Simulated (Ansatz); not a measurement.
# Fields on a plane of SnO (litharge type, space group P4/nmm)

```xyz
4
Lattice="3.7690 0.0000 0.0000 0.0000 3.7690 0.0000 0.0000 0.0000 4.5602" Properties=species:S:1:pos:R:3 pbc="T T T"
Sn     1.8845     0.0000     1.1556
Sn     0.0000     1.8845     3.4046
O      0.0000     0.0000     0.0000
O      1.8845     1.8845     0.0000
```

The slice is a (001) plane (indices of the conventional cell) through the point (0.000, 0.000, 0.000) (fractional), spanned by u = [100] and v = [010] in vectors of this cell: u (3.77 Å) and v (3.77 Å, at 90° to u). It covers one period; positions are fractions (u, v).

Atoms on it: O at (0.00, 0.00); O at (0.50, 0.50).

Calculation: PBEsol-D3(BJ) (plane waves to 420 eV, PAW, scalar-relativistic; Ansatz, a program for electronic structure). k mesh 12×12×10. Near the nuclei the fields are pseudised (PAW); where an atom keeps semicore shells as valence, they peak there. SnO was relaxed with its symmetry unable to fall. The PAW data are Ansatz's earlier set.

```
|99864210000000124689|
|88653100000000013568|
|66532100000000012356|
|44321000011100001234|
|22110001122211000112|
|11000012344432100001|
|00000123566653210000|
|00000135688865310000|
|00001246899986421000|
|00001246899986421000|
|00001246899986421000|
|00000135688865310000|
|00000123566653210000|
|11000012344432100001|
|22110001122211000112|
|44321000011100001234|
|66532100000000012356|
|88653100000000013568|
|99864210000000124689|
|99864210000000124689|
```
Scale: ten equal steps from -0.78 (start of '0') to 0.94 (end of '9'), in the order '0123456789'. Values: log₁₀ of the valence density in e/Å³. The map has 20 points along u (one character each, u = 0 at the left) and 20 along v (v = 0 in the bottom row). The scale is logarithmic, as a density can span decades between atoms and voids.

```
|xxxxxxxxxx##**==::      ::==**##xxxxxxxx|
|xxxxxxxxxx%%##++--::..::--++##%%xxxxxxxx|
|xxxxxxxx%%@@%%**++======++**%%@@%%xxxxxx|
|xxxxxx%%@@@@@@%%##******##%%@@@@@@%%xxxx|
|####%%@@@@@@@@@@##########@@@@@@@@@@%%##|
|****##%%@@@@@@%%xxxxxxxxxx%%@@@@@@%%##**|
|--==++**%%@@%%xxxxxxxxxxxxxx%%@@%%**++==|
|..::--++####xxxxxxxxxxxxxxxxxx####++--::|
|    ::==**##xxxxxxxxxxxxxxxxxx##**==::  |
|    ..==**##xxxxxxxxxxxxxxxxxx##**==..  |
|    ::==**##xxxxxxxxxxxxxxxxxx##**==::  |
|..::--++####xxxxxxxxxxxxxxxxxx####++--::|
|--==++**%%@@%%xxxxxxxxxxxxxx%%@@%%**++==|
|****##%%@@@@@@%%xxxxxxxxxx%%@@@@@@%%##**|
|####%%@@@@@@@@@@##########@@@@@@@@@@%%##|
|xxxxxx%%@@@@@@%%##******##%%@@@@@@%%xxxx|
|xxxxxxxx%%@@%%**++======++**%%@@%%xxxxxx|
|xxxxxxxxxx%%##++--::..::--++##%%xxxxxxxx|
|xxxxxxxxxx##**==::      ::==**##xxxxxxxx|
|xxxxxxxxxx##**--..      ..--**##xxxxxxxx|
```
Scale: ten equal steps from -2.00 (start of ' ') to 6.09 (end of '@'), in the order ' .:-=+*#%@'. Values: electrostatic potential energy of an electron, from the cell's mean, in eV. The map has 20 points along u (two characters each, u = 0 at the left) and 20 along v (v = 0 in the bottom row). Points within 0.9 Å of a nucleus are blanked (x), as the pseudised field means little there. Values under -2 eV are set to -2. The zero, the cell's mean, hangs on the PAW cores.
